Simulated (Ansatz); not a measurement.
**InP (F-43m), zone-centre modes**

Method: DFT r2SCAN, scalar-relativistic, plane waves, PAW (Ansatz 0.2.0). Settings: plane waves to 500 eV, k-mesh 8×8×8 (Γ-centred), Gaussian smearing 0.05 eV. No spin polarisation.

The undisturbed cell (relaxed at this level):

```yaml
crystal:
  lattice:
    - [0.00000, 2.95357, 2.95357]
    - [2.95357, 0.00000, 2.95357]
    - [2.95357, 2.95357, 0.00000]
  atoms:
    - { symbol: In, position: [0.00000, 0.00000, 0.00000] }
    - { symbol: P, position: [0.75000, 0.75000, 0.75000] }
```

Harmonic modes by finite displacements of 0.02 Å, without the LO–TO term.

Task: At this geometry, is the structure stable against these modes?

Result: Yes: no mode is imaginary beyond 10 cm⁻¹, and only the three translations lie near zero.

Task: List the wavenumbers in cm⁻¹.

Result: 0, 0, 0, 296, 296, 296.

Cost: 1 run of about 0.81 core-minutes, on Arm Neoverse V1 (shared hosts).